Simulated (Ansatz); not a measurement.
Consider the following.

C:
```yaml
crystal:
  lattice:
    - [9.05290, 0.00000, 0.00000]
    - [0.00000, 2.51597, 0.00000]
    - [0.00000, 0.00000, 4.14083]
  atoms:
    - { symbol: C, position: [0.81049, 0.25000, 0.69986] }
    - { symbol: C, position: [0.47938, 0.25000, 0.90840] }
    - { symbol: C, position: [0.69498, 0.25000, 0.42538] }
    - { symbol: C, position: [0.03657, 0.25000, 0.93137] }
    - { symbol: C, position: [0.68951, 0.75000, 0.19986] }
    - { symbol: C, position: [0.02062, 0.75000, 0.40840] }
    - { symbol: C, position: [0.80502, 0.75000, 0.92538] }
    - { symbol: C, position: [0.46343, 0.75000, 0.43137] }
    - { symbol: C, position: [0.18951, 0.75000, 0.30014] }
    - { symbol: C, position: [0.52062, 0.75000, 0.09160] }
    - { symbol: C, position: [0.30502, 0.75000, 0.57462] }
    - { symbol: C, position: [0.96343, 0.75000, 0.06863] }
    - { symbol: C, position: [0.31049, 0.25000, 0.80014] }
    - { symbol: C, position: [0.97938, 0.25000, 0.59160] }
    - { symbol: C, position: [0.19498, 0.25000, 0.07462] }
    - { symbol: C, position: [0.53657, 0.25000, 0.56863] }
```

This is the r²SCAN-relaxed structure. Cartesian axes are those of the cell as given.

Task: All from plane-wave PAW r²SCAN (Ansatz code), unless another level is named. Predict the HSE06 gap on the r²SCAN cell.

Result: 5.56 eV.

Task: Next, the smallest direct gap on the standard path?

Result: 5.05 eV.

Task: Predict the hole effective mass.

Result: 0.25, 0.74, 1.0 mₑ (principal values).

Task: Next, the conduction-band minimum?

Result: at U (k = 0.500, 0.000, 0.500 in fractions of the reciprocal vectors).

Space group Pnma. The start of the workflow was typed in or built on a structure type; neither database checked (COD, Materials Project) lists it. It is not the phase usual at ambient conditions (space group No. 194, 227). The r²SCAN relaxation kept the symmetry of its start; its stability against distortions is not shown here.

Potentials: the later of the program's two PAW sets.
